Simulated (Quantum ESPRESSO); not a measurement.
# Pd4CuIr2Ag: input and log of a self-consistent run

Simulated, not a measurement. The program is pw.x of Quantum ESPRESSO 7.5 (plane-wave density functional theory). The cell is made up: eight metal atoms on a face-centred cubic lattice, with elements, volume, strain and displacements drawn at random and not relaxed, so it may be unstable or far from any real phase. PseudoDojo standard norm-conserving files set the functional (PBE unless stated); there is no spin polarisation or spin-orbit coupling, the Fermi-Dirac width of 0.25 eV means electrons at about 2900 K, and the masses in the input are unused placeholders. The copper pseudopotential is less sure than most, with forces differing by about three percent and pressure by about two GPa from a second method on plain copper. Heavy elements are run without spin-orbit coupling, which real alloys of them have. A spin test at this wide smearing found no moment, but such smearing suppresses magnetism that the real alloy may have.

Input:

```
&control calculation='scf', pseudo_dir='./dojo.nc.sr.pbe.v0_5.standard.upf', outdir='./o', disk_io='minimal', tprnfor=.true., tstress=.true. /
&system ibrav=0, nat=8, ntyp=4, nbnd=89, ecutwfc=92.02030273, nosym=.true., tot_charge=0,
 occupations='smearing', smearing='fd', degauss=0.0183746611
/
&electrons conv_thr=1.470e-08, electron_maxstep=70, mixing_beta=0.5 /
ATOMIC_SPECIES
Ag 1.0 Ag.upf
Cu 1.0 Cu.upf
Ir 1.0 Ir.upf
Pd 1.0 Pd.upf
CELL_PARAMETERS angstrom
-0.0338 1.9366 1.9853
-4.0022 2.0155 -1.9966
-3.9869 -5.896 6.1097
ATOMIC_POSITIONS angstrom
Pd 0.0641 -0.0815 0.0003
Cu -3.9207 -4.0153 4.0931
Ir -3.9335 -1.8428 1.9146
Pd -4.0137 0.0054 0.0388
Ir -1.9738 -1.9966 4.172
Ag -1.9277 0.0421 2.0219
Pd -1.993 1.9699 -0.1105
Pd -6.0461 -1.8663 4.0627
K_POINTS automatic
8 5 3 1 1 1
```

The log is shortened where brackets say so; the opening notice, blank lines, dates and the lines on written files are dropped, and the path of the files is cut. It prints rydbergs, bohrs and kilobars, and counts compression as positive stress. Its total energy is the free energy E - TS of the whole cell.

```
     Program PWSCF v.7.5
     Parallel version (MPI & OpenMP), running on       4 processor cores
     Number of MPI processes:                 4
     Threads/MPI process:                     1
     [start-up lines left out]
     bravais-lattice index     =            0
     lattice parameter (alat)  =       5.2414  a.u.
     unit-cell volume          =     847.2658 (a.u.)^3
     number of atoms/cell      =            8
     number of atomic types    =            4
     number of electrons       =       144.00
     number of Kohn-Sham states=           89
     kinetic-energy cutoff     =      92.0203  Ry
     charge density cutoff     =     368.0812  Ry
     scf convergence threshold =      1.5E-08
     mixing beta               =       0.5000
     number of iterations used =            8  plain     mixing
     Exchange-correlation= PBE
                           (   1   4   3   4   0   0   0)
     [axes and pseudopotential details left out]
   Cartesian axes
     site n.     atom                  positions (alat units)
         1        Pd     tau(   1) = (   0.0231106  -0.0293840   0.0001082  )
         2        Cu     tau(   2) = (  -1.4135669  -1.4476739   1.4757239  )
         3        Ir     tau(   3) = (  -1.4181818  -0.6644020   0.6902888  )
         4        Pd     tau(   4) = (  -1.4470971   0.0019469   0.0139889  )
         5        Ir     tau(   5) = (  -0.7116327  -0.7198530   1.5041704  )
         6        Ag     tau(   6) = (  -0.6950118   0.0151787   0.7289746  )
         7        Pd     tau(   7) = (  -0.7185551   0.7102266  -0.0398396  )
         8        Pd     tau(   8) = (  -2.1798574  -0.6728747   1.4647635  )
     number of k points=    60  Fermi-Dirac smearing, width (Ry)=  0.0184
                       cart. coord. in units 2pi/alat
        k(    1) = (  -0.0802181   0.0322787   0.0544648), wk =   0.0333333
        k(    2) = (   0.0356587   0.1502920  -0.0586807), wk =   0.0333333
     [further k points left out]
     Dense  grid:   100957 G-vectors     FFT dimensions: (  36,  60, 120)
     Estimated max dynamical RAM per process >     461.67 MB
     Estimated total dynamical RAM >       1.73 GB
     Initial potential from superposition of free atoms
     starting charge     143.9982, renormalised to     144.0000
     Starting wfcs are   76 randomized atomic wfcs +   13 random wfcs
     total cpu time spent up to now is        5.4 secs
     per-process dynamical memory:   372.0 Mb
     Self-consistent Calculation
     iteration #  1     ecut=    92.02 Ry     beta= 0.50
     Davidson diagonalization with overlap
     ethr =  1.00E-02,  avg # of iterations =  3.0
     total cpu time spent up to now is       20.5 secs
     total energy              =   -2222.04874636 Ry
     estimated scf accuracy    <      17.90378366 Ry
     iteration #  2     ecut=    92.02 Ry     beta= 0.50
     Davidson diagonalization with overlap
     ethr =  1.00E-02,  avg # of iterations =  4.7
     total cpu time spent up to now is       40.5 secs
     total energy              =   -2218.69988040 Ry
     estimated scf accuracy    <     356.55375600 Ry
     iteration #  3     ecut=    92.02 Ry     beta= 0.50
     Davidson diagonalization with overlap
     ethr =  1.00E-02,  avg # of iterations =  6.8
     total cpu time spent up to now is       62.6 secs
     total energy              =   -2233.19345681 Ry
     estimated scf accuracy    <      14.55650811 Ry
     iteration #  4     ecut=    92.02 Ry     beta= 0.50
     Davidson diagonalization with overlap
     ethr =  1.00E-02,  avg # of iterations =  1.3
     total cpu time spent up to now is       75.5 secs
     total energy              =   -2233.65244046 Ry
     estimated scf accuracy    <       2.00300034 Ry
     iteration #  5     ecut=    92.02 Ry     beta= 0.50
     Davidson diagonalization with overlap
     ethr =  1.39E-03,  avg # of iterations =  2.2
     total cpu time spent up to now is       89.2 secs
     total energy              =   -2233.69454183 Ry
     estimated scf accuracy    <       1.46379390 Ry
     [iterations 6 to 16 left out]
     iteration # 17     ecut=    92.02 Ry     beta= 0.50
     Davidson diagonalization with overlap
     ethr =  1.94E-09,  avg # of iterations =  2.0
     total cpu time spent up to now is      245.5 secs
     total energy              =   -2233.79503932 Ry
     estimated scf accuracy    <       0.00000106 Ry
     iteration # 18     ecut=    92.02 Ry     beta= 0.50
     Davidson diagonalization with overlap
     ethr =  7.33E-10,  avg # of iterations =  1.0
     total cpu time spent up to now is      258.0 secs
     total energy              =   -2233.79503943 Ry
     estimated scf accuracy    <       0.00000003 Ry
     iteration # 19     ecut=    92.02 Ry     beta= 0.50
     Davidson diagonalization with overlap
     ethr =  2.34E-11,  avg # of iterations =  2.2
     total cpu time spent up to now is      272.5 secs
     total energy              =   -2233.79503943 Ry
     estimated scf accuracy    <       0.00000007 Ry
     iteration # 20     ecut=    92.02 Ry     beta= 0.50
     Davidson diagonalization with overlap
     ethr =  2.34E-11,  avg # of iterations =  2.0
     total cpu time spent up to now is      285.6 secs
     total energy              =   -2233.79503943 Ry
     estimated scf accuracy    <       0.00000003 Ry
     iteration # 21     ecut=    92.02 Ry     beta= 0.50
     Davidson diagonalization with overlap
     ethr =  2.18E-11,  avg # of iterations =  1.0
     total cpu time spent up to now is      298.1 secs
     End of self-consistent calculation
     [lines on levels left out]
!    total energy              =   -2233.79503943 Ry
     estimated scf accuracy    <          7.7E-09 Ry
     smearing contrib. (-TS)   =      -0.13068462 Ry
     internal energy E=F+TS    =   -2233.66435480 Ry
     The total energy is F=E-TS. E is the sum of the following terms:
     one-electron contribution =    -789.94558413 Ry
     hartree contribution      =     483.30465840 Ry
     xc contribution           =    -349.43427265 Ry
     ewald contribution        =   -1577.58915642 Ry
     convergence has been achieved in  21 iterations
     Forces acting on atoms (cartesian axes, Ry/au):
     atom    1 type  4   force =     0.00205142    0.03001038   -0.01977978
     atom    2 type  2   force =    -0.01004167    0.01968850   -0.01109668
     atom    3 type  3   force =    -0.01780493   -0.04031230    0.05468325
     atom    4 type  4   force =     0.01207740    0.01189282   -0.00038039
     atom    5 type  3   force =    -0.03098752   -0.00176341   -0.02182963
     atom    6 type  1   force =    -0.00967154   -0.00516163   -0.01009487
     atom    7 type  4   force =     0.02459624   -0.00175165    0.00685534
     atom    8 type  4   force =     0.02978059   -0.01260270    0.00164276
     Total force =     0.102435     Total SCF correction =     0.000554
     Computing stress (Cartesian axis) and pressure
          total   stress  (Ry/bohr**3)                   (kbar)     P=      -51.32
  -0.00038351   0.00018195   0.00004275          -56.42       26.77        6.29
   0.00018195  -0.00028553  -0.00000172           26.77      -42.00       -0.25
   0.00004275  -0.00000172  -0.00037756            6.29       -0.25      -55.54
     init_run     :      5.14s CPU      5.32s WALL (       1 calls)
     electrons    :    286.24s CPU    292.76s WALL (       1 calls)
     forces       :      2.46s CPU      2.48s WALL (       1 calls)
     stress       :      8.91s CPU      9.06s WALL (       1 calls)
     [timing details left out]
     PWSCF        :   5m 2.82s CPU   5m 9.76s WALL
     JOB DONE.
```

In other units: free energy -30392.330 eV for the cell, pressure -5.13 GPa, largest force component 1.406 eV/Å in size. The run took 311 s of wall time with four MPI processes on a shared machine (AMD EPYC, Zen 5, virtual cores), so the time is rough. A rerun of this cell at a higher cutoff and on a denser mesh moved values by no more than 0.010 eV in energy, 0.12 GPa in stress and 0.017 eV/Å in force, and a second program with other atomic files agreed on that cell to 2 % rms in force and 0.5 GPa in pressure.